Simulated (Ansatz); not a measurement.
Data:

NbS$_{2}$Br$_{2}$:
```xyz
10
Lattice="3.3087 5.6859 0.0000 -3.3087 5.6859 0.0000 -2.4047 0.0000 6.5786" Properties=species:S:1:pos:R:3 pbc="T T T"
Nb     0.0000     1.4278     0.0000
Nb     0.0000     9.9440     0.0000
S      0.7158     5.6859     4.5471
S     -3.1205     5.6859     2.0315
S     -1.4799     5.6859     0.8679
S     -0.9248     5.6859     5.7107
Br     1.2258     8.0034     1.5378
Br    -3.6305     3.3684     5.0408
Br    -3.6305     8.0034     5.0408
Br     1.2258     3.3684     1.5378
```

This is the r²SCAN+D4-relaxed structure. Tensor components refer to the Cartesian frame of this cell.

### Question
All from r²SCAN+D4 (plane waves, PAW; program Ansatz), unless another level is named. Predict the gap with spin–orbit coupling.

### Answer
1.64 eV.

### Question
Predict the weight of the valence-edge state by species (Voronoi cells).

### Answer
Nb 62 %, Br 19 %, S 19 %.

### Question
Next, the conduction-band minimum?

### Answer
at M (k = 0.500, 0.500, 0.500).

Space group C2/m. The first step of the workflow began from a Materials Project structure, measured or hypothetical; the Crystallography Open Database copy checked does not list it. Its standing as an ambient phase is unchecked. The r²SCAN+D4 relaxation kept the symmetry of its start; its stability against distortions is not shown here. The run is not spin-polarised. Spin–orbit coupling is left out wherever it is not named.

Potentials: the later of the program's two PAW sets.
